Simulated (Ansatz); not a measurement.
This guess for Sc₂AlAs₃ is about to be relaxed.

```
CELL_PARAMETERS angstrom
5.84728 0.00000 0.00000
-2.92364 5.06389 0.00000
0.00000 0.00000 4.14452
ATOMIC_POSITIONS crystal
Sc 0.33333 0.66667 0.00000
Sc 0.66667 0.33333 0.00000
Al 0.00000 0.00000 0.00000
As 0.50000 0.00000 0.50000
As 0.00000 0.50000 0.50000
As 0.50000 0.50000 0.50000
```

These are results of Ansatz 0.2.0, DFT PBE, scalar-relativistic, plane waves, PAW, not measurements. Cutoff 420 eV, Gaussian smearing, Γ-centred meshes. Cell and atoms relax on a converged mesh. In metals the finer mesh still leaves noise of several meV/atom or more. The steps can't lower the symmetry of their start. No spin polarisation in the relaxation; trial moments died out in a coarse test.

A guess keeps its type if space group and coordination stay and the shape of the cell changes little (axis ratios within about 15 %, angles within 6°); the volume may change.

Q: Does this structure survive the relaxation?

A: It keeps its type. The symmetry stays P6/mmm (No. 191). The volume per atom grows by 5.3 %, from 20.5 to 21.5 Å³. The shortest distance goes from 2.67 Å (Sc–As) to 2.70 Å (Sc–As). The ratio c/a of the conventional cell changes by a factor of 0.98. Counting neighbours within 15 % of an atom's shortest distance, the start has Al 18, As 8, Sc 6 and the end Al 18, As 8, Sc 6.

The last run used a 6×6×10 mesh (in the run's order of axes) for its 6-atom cell and Gaussian smearing of 0.10 eV. A structure relaxed within its symmetry needn't be a true minimum. Another cell of Sc2AlAs3 relaxed alike, in P-4m2, lies 257 meV/atom lower, so this cell isn't the stable form at this level.
